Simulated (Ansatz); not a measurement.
An Ansatz (a program for electronic structure) run. Input:

Ansatz 0.2 input:
```yaml
crystal:
  lattice:
    - [3.0729044702, 0.0, 0.0]
    - [-1.5364522351, 2.6612133346, 0.0]
    - [0.0, 0.0, 3.2785435043]
  atoms:
    - { symbol: Nb, position: [0.0, 0.0, 0.0] }
    - { symbol: B, position: [0.3333333333, 0.6666666667, 0.5] }
    - { symbol: B, position: [0.6666666667, 0.3333333333, 0.5] }
kpoints:
  mp_grid: { grid: [32, 32, 26] }
hamiltonian:
  xc: lda
  pseudopotentials: { kind: paw }
scf:
  occupations: { method: fermi_dirac, width: 0.1 }
elastic: { mode: relaxed_ion, stencil: two_point, amplitude: 0.005, f_tol: 0.0005 }
```

Output (shortened):

```
Pseudopotential: Nb, paw, valence charge 13
Pseudopotential: B, paw, valence charge 3
Functional definition: SPW92
Crystal: 3 atoms, lattice volume = 26.811 Å³
Basis set: ecut = 420 eV, 551 PW (Γ)
Bands: 14, of which v1, the nominal top of the filled ones, is band 10 counted from 1 (9 counted from 0)
Symmetry: 24 space group operations
Space group: P6/mmm (ITA 191), of the structure as read, at distance tolerance 3.0e-5 Å
k-points: 1428 of 26624
the search or the solves at the SCF's close seem to have found levels that the self-consistency loop had missed (the run counts 1) …
SCF 1 converged in 9 iterations: F = -4744.513050 eV  dr2 = 2.53e-15
Crystal: 3 atoms, lattice volume = 26.677 Å³
Basis set: ecut = 420 eV, 543 PW (Γ)
Symmetry: 8 space group operations
k-points: 3822 of 26624
SCF 2 converged in 8 iterations: F = -4744.511477 eV  dr2 = 6.15e-14
relax step   1: F+E_penalty+E_count = -4744.51147718 eV  Δ(F+E_penalty+E_count) = +0.000e0 eV  max|allowed force component| = 2.204e-3 eV/Å  Δτ_max = 0.0000 Å  (8 SCF iters, accepted)
Crystal: 3 atoms, lattice volume = 26.677 Å³
SCF 3 converged in 9 iterations: F = -4744.511477 eV  dr2 = 0.0
relax step   2: F+E_penalty+E_count = -4744.51147729 eV  Δ(F+E_penalty+E_count) = -1.094e-7 eV  max|allowed force component| = 1.388e-3 eV/Å  Δτ_max = 0.0000 Å  (9 SCF iters, accepted)
Crystal: 3 atoms, lattice volume = 26.677 Å³
SCF 4 converged in 9 iterations: F = -4744.511477 eV  dr2 = 0.0
relax step   3: F+E_penalty+E_count = -4744.51147736 eV  Δ(F+E_penalty+E_count) = -7.194e-8 eV  max|allowed force component| = 6.241e-8 eV/Å  Δτ_max = 0.0001 Å  (9 SCF iters, accepted)
Crystal: 3 atoms, lattice volume = 26.677 Å³
SCF 5 converged in 6 iterations: F = -4744.511477 eV  dr2 = 0.0
Crystal: 3 atoms, lattice volume = 26.945 Å³
SCF 6 converged in 8 iterations: F = -4744.511942 eV  dr2 = 6.78e-14
relax step   1: F+E_penalty+E_count = -4744.51194193 eV  Δ(F+E_penalty+E_count) = +0.000e0 eV  max|allowed force component| = 3.295e-3 eV/Å  Δτ_max = 0.0000 Å  (8 SCF iters, accepted)
Crystal: 3 atoms, lattice volume = 26.945 Å³
SCF 7 converged in 9 iterations: F = -4744.511942 eV  dr2 = 0.0
relax step   2: F+E_penalty+E_count = -4744.51194234 eV  Δ(F+E_penalty+E_count) = -4.127e-7 eV  max|allowed force component| = 5.917e-5 eV/Å  Δτ_max = 0.0001 Å  (9 SCF iters, accepted)
Crystal: 3 atoms, lattice volume = 26.945 Å³
SCF 8 converged in 6 iterations: F = -4744.511942 eV  dr2 = 0.0
Crystal: 3 atoms, lattice volume = 26.677 Å³
SCF 9 converged in 8 iterations: F = -4744.512183 eV  dr2 = 1.42e-14
Crystal: 3 atoms, lattice volume = 26.945 Å³
SCF 10 converged in 5 iterations: F = -4744.511925 eV  dr2 = 9.21e-14
Crystal: 3 atoms, lattice volume = 26.811 Å³
Symmetry: 4 space group operations
k-points: 6882 of 26624
SCF 11 converged in 8 iterations: F = -4744.512535 eV  dr2 = 2.29e-15
relax step   1: F+E_penalty+E_count = -4744.51253475 eV  Δ(F+E_penalty+E_count) = +0.000e0 eV  max|allowed force component| = 3.188e-4 eV/Å  Δτ_max = 0.0000 Å  (8 SCF iters, accepted)
Crystal: 3 atoms, lattice volume = 26.811 Å³
SCF 12 converged in 6 iterations: F = -4744.512535 eV  dr2 = 0.0
Crystal: 3 atoms, lattice volume = 26.811 Å³
SCF 13 converged in 8 iterations: F = -4744.512535 eV  dr2 = 2.30e-15
relax step   1: F+E_penalty+E_count = -4744.51253475 eV  Δ(F+E_penalty+E_count) = +0.000e0 eV  max|allowed force component| = 3.188e-4 eV/Å  Δτ_max = 0.0000 Å  (8 SCF iters, accepted)
Crystal: 3 atoms, lattice volume = 26.811 Å³
SCF 14 converged in 6 iterations: F = -4744.512535 eV  dr2 = 0.0
SCF converged after 9 iterations
Free energy (F): -4744.513050 eV
Harris-Foulkes:  -4744.513050 eV  (|F-HF|=9.09e-13)
Internal energy: -4744.481089 eV  (E = F + TS)
E sigma→0 (E₀):  -4744.497070 eV
Entropy (-TS):   -0.031961 eV (-10.654 meV/atom)
Fermi energy:    18.851660 eV
--- Per-component energies (eV) ---
  E_band       = -11.846183
  E_kinetic    = 501.578250
  E_local      = -695.548157  (includes V_loc(G=0)·N_el)
  E_nonlocal   = 146.554849
  E_hartree    = 223.296390
  E_xc         = -242.387493
  E_vxc        = -293.988903  (∫ρ·V_xc dr)
  E_paw        = -3110.284124  (= ΣΔE_a)
  E_vpaw       = -117.035003  (= ΣTr[D̂ρ^β])
  E_aug_tail   = 0.000001  (compensation charges beyond the density's cutoff)
  E_ewald      = -1568.208169
  E_core_change = 0.517363  (= ΣΔE_core)
  E_smearing   = -0.031961  (= −TS)
  E_closure    = 0.000000  (closes the sum)
  Σ components = -4744.513050   (vs F -4744.513050, Δ=0.00e0)
--- Forces (eV/Å), atoms counted from 1 ---
  atom   1  Nb     0.00000000     0.00000000     0.00000000
  atom   2  B      0.00000000     0.00000000     0.00000000
  atom   3  B      0.00000000     0.00000000     0.00000000
  max |Σ_I F_I| component: 1.85e-17 eV/Å
--- Stress (GPa, compression-positive) ---
        0.259663       0.000000       0.000000
        0.000000       0.259663       0.000000
        0.000000       0.000000      -0.171591
  P = ⅓ Tr σ = 0.1159 GPa (1.159 kbar)
--- Band table (eV; the first three rows and the last of 1428) ---
  k-point 0: bands = ["-36.7296", "-12.9899", "-12.5063", "-12.5063", "4.5001", "14.3795", "14.3795", "14.4220", "15.6887", "20.1481", "20.1481", "22.0566", "22.0566", "23.1803"]
  k-point 1: bands = ["-36.7292", "-12.9961", "-12.5058", "-12.5058", "4.5256", "14.3069", "14.3966", "14.3966", "15.7925", "20.0335", "20.0335", "22.0006", "22.0006", "23.3324"]
  k-point 2: bands = ["-36.7280", "-13.0144", "-12.5044", "-12.5044", "4.6013", "14.0284", "14.4477", "14.4477", "16.0394", "19.7443", "19.7443", "21.8372", "21.8372", "23.3827"]
  k-point 1427: bands = ["-36.5899", "-13.1786", "-13.0490", "-12.9968", "8.4419", "8.7327", "12.6196", "14.3933", "14.5239", "21.1583", "23.6190", "23.8063", "23.8742", "24.3050"]
--- Elastic constants: 3 strain directions × 2 members + reference (group order 24) ---
  dense FFT box of the reference and of every strained cell: 24×24×24
  strains applied: 11, 33, 23; error gains …
  C = ∂σ_k/∂η_j (tension-positive GPa; Voigt order 11 22 33 23 13 12):
       641.054    123.409    206.498      0.000      0.000      0.000
       123.409    641.054    206.498      0.000      0.000      0.000
       206.042    206.042    476.025      0.000      0.000      0.000
         0.000      0.000      0.000    246.114      0.000      0.000
         0.000      0.000      0.000      0.000    246.114      0.000
         0.000      0.000      0.000      0.000      0.000    258.823
  reference stress σ⁰ (GPa):     -0.260     -0.260      0.172      0.000      0.000      0.000
  moduli (Voigt/Reuss/Hill, GPa): K = 314.45/312.76/313.61   G = 231.69/221.04/226.36   E = 547.39   ν = 0.209
  mechanically stable: yes (min eigenvalue of sym C = 246.11 GPa)
  strain η (Voigt 11):  stress-route row diagonal C_11 = 641.05 GPa, energy-path curvature d²(F+E_count+ΔE)/dδ²/Ω₀ = 641.02 GPa
         δ    σ_11 (GPa)             F (eV)   n_scf  n_hpsi   n_pw
    -5.000e-3      -3.5171       -4744.5114774       6  707030    543   relax 3 steps, max|allowed force component| 6.24e-8 eV/Å
     5.000e-3       2.8934       -4744.5119423       6  706823    551   relax 2 steps, max|allowed force component| 5.92e-5 eV/Å
  strain η (Voigt 33):  stress-route row diagonal C_33 = 476.02 GPa, energy-path curvature d²(F+E_count+ΔE)/dδ²/Ω₀ = 476.04 GPa
         δ    σ_33 (GPa)             F (eV)   n_scf  n_hpsi   n_pw
    -5.000e-3      -2.2554       -4744.5121825       8  370488    551   relax 0 steps, max|allowed force component| 3.21e-16 eV/Å
     5.000e-3       2.5049       -4744.5119250       5  288054    551   relax 0 steps, max|allowed force component| 2.96e-16 eV/Å
  strain η (Voigt 23):  stress-route row diagonal C_44 = 246.11 GPa, energy-path curvature d²(F+E_count+ΔE)/dδ²/Ω₀ = 246.14 GPa
         δ    σ_23 (GPa)             F (eV)   n_scf  n_hpsi   n_pw
    -5.000e-3      -1.2306       -4744.5125348       6  1280329    551   relax 1 steps, max|allowed force component| 3.19e-4 eV/Å
     5.000e-3       1.2306       -4744.5125348       6  1280340    551   relax 1 steps, max|allowed force component| 3.19e-4 eV/Å
```

Cost: roughly 14 core-minutes on shared cores.

The first step of the workflow began from a Materials Project structure, measured or hypothetical; the Crystallography Open Database files this formula in space group No. 191, but the cells were not matched. Whether it is the stable phase at ambient conditions was not checked. Symmetry was held in the LDA relaxation; its stability against distortions is not shown here. The run is not spin-polarised. As this level gives no gap, shear constants depend on the k-mesh and smearing (Fermi–Dirac, 0.1 eV here). Spin–orbit coupling is left out wherever it is not named.

Potentials: the later of the program's two PAW sets.

Ansatz is a plane-wave DFT program.
